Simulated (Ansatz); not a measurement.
Starting cell, LiH (rock salt):

```yaml
crystal:
  lattice:
    - [0.00000, 2.00356, 2.00356]
    - [2.00356, 0.00000, 2.00356]
    - [2.00356, 2.00356, 0.00000]
  atoms:
    - { symbol: H, position: [0.00000, 0.00000, 0.00000] }
    - { symbol: Li, position: [0.50000, 0.50000, 0.50000] }
```

Scan: atom 1 (H, nearest neighbour Li at 2.004 Å; its periodic images, 2.8 Å or more away, move with it) is displaced along Cartesian x, direction (1.000, 0.000, 0.000) in Cartesian axes, by s. The other atoms stay.

Calculation: PBE (plane waves to 420 eV, PAW, scalar-relativistic; Ansatz, a quantum-chemistry and plane-wave program). k mesh 11×11×11 (Γ-centred), Fermi-Dirac smearing 0.05 eV. E stands for the smeared free energy. Compression counts positive. F∥ is the force on the atom along that direction. LiH was relaxed with its symmetry unable to fall. ΔE is measured from the undisplaced structure.

```tsv
s (Å)	ΔE (meV/cell)	F∥ (eV/Å)	P (GPa)
-0.400	142.2	0.977	3.0
-0.320	78.8	0.628	1.8
-0.240	38.9	0.382	1.0
-0.160	15.6	0.212	0.4
-0.080	3.6	0.093	0.1
0.000	0.0	0.000	0.0
0.080	3.6	-0.093	0.1
0.160	15.6	-0.212	0.4
0.240	38.9	-0.382	1.0
0.320	78.8	-0.628	1.8
0.400	142.2	-0.977	3.0
```

Derived quantities:

- Energy at s = 0.400 Å = 142.2 meV/cell
- Force along the line at s = -0.400 Å = 0.977 eV/Å
- Symmetry of the curve = even: the same for both signs
- Shape of the curve = a single well with its minimum at or next to zero displacement
- Force constant k = d²E/ds² at s = 0 (finite differences) = 1.11 eV/Å²
- Harmonic estimate at the end of the scan = ½ks² = 88.7 meV/cell against the computed 142.2 meV/cell, so the well is stiffer than harmonic there
- Zone-centre optical wavenumber from k (transverse: no LO-TO term) = 585 cm⁻¹

(For displaced atoms, the force is minus the slope of the energy, and its curvature is a force constant, which sets phonon frequencies.)
